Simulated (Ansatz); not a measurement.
# Profile along the Ti–O line in LaTiO3 (cubic perovskite)

LaTiO3 (cubic perovskite)

```cif
data_LaO3Ti
_chemical_formula_sum 'La1 Ti1 O3'
_space_group_name_H-M_alt 'P 1'
_space_group_IT_number 1
_cell_length_a 3.90567
_cell_length_b 3.90567
_cell_length_c 3.90567
_cell_angle_alpha 90.000
_cell_angle_beta 90.000
_cell_angle_gamma 90.000
loop_
_space_group_symop_operation_xyz
  'x, y, z'
loop_
_atom_site_label
_atom_site_type_symbol
_atom_site_fract_x
_atom_site_fract_y
_atom_site_fract_z
_atom_site_occupancy
La1 La 0.00000 0.00000 0.00000 1
Ti1 Ti 0.50000 0.50000 0.50000 1
O1 O 0.00000 0.50000 0.50000 1
O2 O 0.50000 0.00000 0.50000 1
O3 O 0.50000 0.50000 0.00000 1
```

Fields along a shortest Ti–O line of a {100} plane (1.95 Å), from Ti to O, interpolated on the slice's grid (step about 0.2 Å). Computed with PBEsol (plane waves to 420 eV, PAW, scalar-relativistic; Ansatz, a first-principles code). k mesh 12×12×12. Near the nuclei the fields are pseudised (PAW); where an atom keeps semicore shells as valence, they peak there. LaTiO3 is run without spin polarisation and with no Hubbard U. LaTiO3 was relaxed with its symmetry unable to fall. This is one of several known forms of LaTiO3; the measured ambient cells at hand have space group No. 62.

```tsv
distance from Ti (Å)	valence electron density (e/Å³)	electron localisation function
0.00	10.13	x
0.10	10.06	x
0.20	9.69	x
0.29	8.81	x
0.39	7.41	x
0.49	5.62	0.61
0.59	3.74	0.61
0.68	2.19	0.48
0.78	1.27	0.30
0.88	0.83	0.17
0.97	0.69	0.18
1.07	0.76	0.37
1.17	1.02	0.61
1.27	1.48	0.77
1.36	2.22	0.83
1.46	3.33	0.82
1.56	4.72	x
1.66	6.02	x
1.75	6.96	x
1.85	7.49	x
1.95	7.64	x
```

x: too close to a nucleus for the ELF to mean much.

Density on the Ti–O line (1.95 Å) at its midpoint: 0.69 e/Å³. ELF at that point: 0.18.
